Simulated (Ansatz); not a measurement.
## A trial form of Be₄Te

The calculation used Ansatz, DFT PBE, scalar-relativistic, plane waves, PAW. Cutoff 420 eV, Gaussian smearing, Γ-centred meshes. Cell and atoms relax first on a coarse mesh and then on a finer one. In between, the cell is made exact in the group found at 0.06 Å. In metals the finer mesh still leaves noise of several meV/atom or more. The steps can't lower the symmetry of their start. No spin polarisation.

A trial structure of Be₄Te was built thus: random cell by space group and Wyckoff sites (P-6m2, No. 187). The dimensions are guesses.

```cif
data_structure
_symmetry_space_group_name_H-M 'P-6m2'
_symmetry_Int_Tables_number 187
_cell_length_a 4.1531
_cell_length_b 4.1531
_cell_length_c 4.4551
_cell_angle_alpha 90.000
_cell_angle_beta 90.000
_cell_angle_gamma 120.000
_cell_volume 66.55
loop_
_atom_site_label
_atom_site_type_symbol
_atom_site_symmetry_multiplicity
_atom_site_Wyckoff_symbol
_atom_site_fract_x
_atom_site_fract_y
_atom_site_fract_z
_atom_site_occupancy
Be1 Be 3 j 0.13505 0.86495 0.00000 1
Be2 Be 1 e 0.66667 0.33333 0.00000 1
Te1 Te 1 f 0.66667 0.33333 0.50000 1
```

The zero of energy is the elements' standard structures at the same level; no fitted shifts are applied.

Q: What does it relax into?

A: The symmetry goes from P-6m2 (No. 187) to P6/mmm (No. 191). The volume per atom grows by 18.5 %, from 13.3 to 15.8 Å³. The shortest distance goes from 1.68 Å (Be–Be) to 2.15 Å (Be–Be). The energy falls by about 0.60 eV/atom (the start's value is from the coarse mesh). The end is written in a standard setting, so origin, axes and order of atoms can differ from the start's. Conventional cell: a = 4.303 Å, c = 4.919 Å. Be on a site of symmetry mmm is surrounded by 6 Be at 2.15 Å; around Be on a site of symmetry 6/mmm lie 6 Be at 2.15 Å and 2 Te at 2.46 Å; Te has 2 Be at 2.46 Å.

```yaml
crystal:
  lattice:
    - [4.30266, 0.00000, 0.00000]
    - [-2.15133, 3.72621, 0.00000]
    - [0.00000, 0.00000, 4.91889]
  atoms:
    - { symbol: Be, position: [0.50000, 0.50000, 0.00000] }
    - { symbol: Be, position: [0.50000, 0.00000, 0.00000] }
    - { symbol: Be, position: [0.00000, 0.50000, 0.00000] }
    - { symbol: Be, position: [0.00000, 0.00000, 0.00000] }
    - { symbol: Te, position: [0.00000, 0.00000, 0.50000] }
```

Q: Give its energy and gap.

A:

| Property | Result |
| --- | --- |
| Formation energy | +0.43 eV/atom |
| Gap on the 12×12×8 mesh of the 5-atom cell | 0 eV (a metal) |

A positive value: parting into the elements would lower its energy.

The last run used Gaussian smearing of 0.10 eV. These runs have no spin–orbit coupling, which can matter for Te. The reference form of Te is held partly by dispersion forces, which this level lacks. A structure relaxed within its symmetry needn't be a true minimum. In all, the 3 runs took 47 s on 1 thread of Intel(R) Xeon(R) CPU @ 2.80GHz (Skylake/Cascade Lake), with other jobs on the host.
